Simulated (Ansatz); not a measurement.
## Generalised stacking fault in Ta₂O₅

Level of theory: DFT r2SCAN, scalar-relativistic, plane waves, PAW (Ansatz). Cutoff 500 eV, Γ-centred 7×7×2 k-points, Gaussian smearing of 0.05 eV. Spin–orbit coupling is left out, which matters for the heavy elements here. No spin polarisation. Energies are free energies at this smearing, counted from the undisturbed cell; pressure is positive in compression.

The starting cell (relaxed at this level; it needn't be the usual structure):

```
Ta O
1.0
    -3.66565    0.00000    0.00000
     0.00000   -3.85735    0.00000
     0.00000    0.00000   12.91238
Ta O
4 10
Cartesian
  -1.8328 0.0000 2.1938
  -1.8328 0.0000 8.6500
  0.0000 0.0000 11.8781
  0.0000 0.0000 5.4219
  -1.8328 -1.9287 2.1938
  -1.8328 -1.9287 8.6500
  0.0000 0.0000 3.3538
  0.0000 0.0000 9.8100
  0.0000 -1.9287 11.8781
  0.0000 -1.9287 5.4219
  -1.8328 0.0000 11.8781
  -1.8328 0.0000 5.4219
  0.0000 0.0000 1.0338
  0.0000 0.0000 7.4900
```

The cut lies on the cell's a–b face, a (0 0 1) plane (indices in the standard cell, whose axes needn't be the Cartesian ones shown) of area 14.14 Å², between layers 2.07 Å apart. Vector c is tilted by f times 1·a − 1·b (length 5.321 Å) with the atoms' Cartesian places fixed: one unrelaxed fault a cell.

```
     f  γ (mJ/m²) shear traction, the slope of γ along the slip (GPa) gap on the mesh (eV)
0.0000          0                                                  0.0                  0.79
0.0833        269                                                 12.1                  0.74
0.1667       1011                                                 19.9                  0.58
0.2500       1859                                                 16.5                  0.39
0.3333       2376                                                  6.7                  0.23
0.4167       2514                                                  0.5                  0.14
0.5000       2512                                                  0.0                  0.12
```

By symmetry 0.6667 repeats 0.3333, 0.8333 repeats 0.1667, 0.5833 repeats 0.4167, 0.7500 repeats 0.2500, 0.9167 repeats 0.0833 in energy, with the opposite slope along the path.

Cost: 7 runs of about 9 core-minutes in all, on Oxide Virtual Turin-like Processor (Zen 5) (shared hosts).